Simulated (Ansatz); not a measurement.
Given:

AlN:
```yaml
crystal:
  lattice:
    - [0.00000, 2.01302, 2.01302]
    - [2.01302, 0.00000, 2.01302]
    - [2.01302, 2.01302, 0.00000]
  atoms:
    - { symbol: Al, position: [0.50000, 0.50000, 0.50000] }
    - { symbol: N, position: [0.00000, 0.00000, 0.00000] }
```

This is the r²SCAN+D4-relaxed structure.

### Question
All from the program Ansatz at the r²SCAN+D4 level (PAW), unless another level is named. Predict the band gap.

### Answer
5.61 eV (indirect).

### Question
What about the hole effective mass, band 1 of 3 at the edge?

### Answer
0.89 along [100], 5.2 along [110], 2.0 along [111] (mₑ).

### Question
What about the formation energy from the elements (no fitted shifts)?

### Answer
-1.52 eV/atom.

### Question
What about the HSE06 gap on the r²SCAN+D4 cell?

### Answer
6.18 eV.

### Question
Give the smallest direct gap on the standard path.

### Answer
6.66 eV.

### Question
And the conduction-band minimum?

### Answer
at X (3 equivalent valleys).

Space group Fm-3m (rock salt). This is a known high-pressure phase of the composition, computed here at zero pressure and temperature. Symmetry was held in the r²SCAN+D4 relaxation; its stability against distortions is not shown here. The volume moved by -38 % from the start of the relaxation. The references are the lowest solids computed at this level, not always the standard phases (solids in place of the gases).

Potentials: the later of the program's two PAW sets.
